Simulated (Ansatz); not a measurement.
# Bi under compression and expansion

```
CELL_PARAMETERS angstrom
2.27300 1.31232 3.95400
-2.27300 1.31232 3.95400
0.00000 -2.62463 3.95400
ATOMIC_POSITIONS crystal
Bi 0.23389 0.23389 0.23389
Bi 0.76611 0.76611 0.76611
```

The structure is an experimental refinement, used without relaxation.

No spin–orbit coupling, which matters for the heavy atoms here.

All numbers are computed: DFT, PBEsol, all-electron LAPW, scalar-relativistic (Ansatz 0.2.0); DFT, PBEsol, PAW with Ansatz's default frozen-core files, scalar-relativistic (Ansatz 0.2.0).

For LAPW: a Γ-centred 10×10×10 k mesh, Fermi–Dirac smearing of 0.03 eV, basis error target 0.5 meV/atom, no spin polarisation. PAW takes a cutoff of 420 eV at this cell (files made with PBE, cores remade for this functional). The Ansatz runs share mesh, smearing and spin set-up. Plane-wave (PAW) pressures include the program's estimate of the Pulay term.

The cell above is scaled evenly, with fractional coordinates and shape held.

```json
{"V/V(cell)": "0.9400", "V (Å³/atom)": "33.260", "P, LAPW (GPa)": "2.69", "P, PAW (GPa)": "2.67", "free energy over the lowest listed, PAW (meV/atom)": "12.9"}
{"V/V(cell)": "0.9800", "V (Å³/atom)": "34.675", "P, LAPW (GPa)": "0.35", "P, PAW (GPa)": "0.33", "free energy over the lowest listed, PAW (meV/atom)": "0.0"}
{"V/V(cell)": "1.0000", "V (Å³/atom)": "35.383", "P, LAPW (GPa)": "-0.63", "P, PAW (GPa)": "-0.65", "free energy over the lowest listed, PAW (meV/atom)": "0.7"}
{"V/V(cell)": "1.0100", "V (Å³/atom)": "35.737", "P, LAPW (GPa)": "-1.08", "P, PAW (GPa)": "-1.10", "free energy over the lowest listed, PAW (meV/atom)": "2.7"}
{"V/V(cell)": "1.0400", "V (Å³/atom)": "36.798", "P, LAPW (GPa)": "-2.29", "P, PAW (GPa)": "-2.31", "free energy over the lowest listed, PAW (meV/atom)": "14.1"}
```

Q: What do Birch–Murnaghan fits to the pressures give?

A: LAPW: V0 = 34.92 Å³/atom, B0 = 49 GPa, B0′ = 4.6; PAW: V0 = 34.91 Å³/atom, B0 = 49 GPa, B0′ = 4.6.

PAW's V0 lies -0.04 % from the all-electron value and its B0 0.1 %. With shape and internal coordinates held, B0 is an upper bound to the relaxed modulus.
